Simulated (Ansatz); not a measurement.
## SrPd₅ (P6/mmm): electronic heat capacity and spin susceptibility from the density of states

All numbers below come from DFT r2SCAN, scalar-relativistic, plane waves, PAW (Ansatz).

Settings: cutoff 500 eV, Γ-centred mesh 9×9×8 on the computed 6-atom cell, Gaussian smearing of 0.10 eV; no spin polarisation.

Relaxed cell: P6/mmm, a = 5.410 Å, b = 5.410 Å, c = 4.392 Å, α = 90.00°, β = 90.00°, γ = 120.00°, 6 atoms in the primitive cell. Whether it is the stable form of this composition wasn't checked.

The density of states at the Fermi level is 5.630 states/eV in the cell of 6 atoms (1 formula unit; both spins, tetrahedra on a 14×14×12 mesh).

What Sommerfeld coefficient and Pauli susceptibility does this give?

Per formula unit N(E_F) = 5.630 states/eV. γ = (π²/3) k_B² N(E_F) N_A = 2.357 mJ/(mol K²) per state/eV, so γ = 13.3 mJ/(mol K²), a mole of formula units. χ_P = μ_B² N(E_F) N_A = 3.23×10⁻⁵ emu/mol per state/eV gives 18.2×10⁻⁵ emu/mol. This is the bare band result: a measured γ of the same phase is as a rule larger by a factor 1 + λ from phonons and spin fluctuations, the spin part of χ is larger by the Stoner factor, and a measured χ also holds orbital and core terms. N(E_F) at one energy is sensitive to the mesh where the density of states has sharp peaks.

Cost: 1 run of about 3.6 core-minutes, on Arm Neoverse V2 (shared hosts).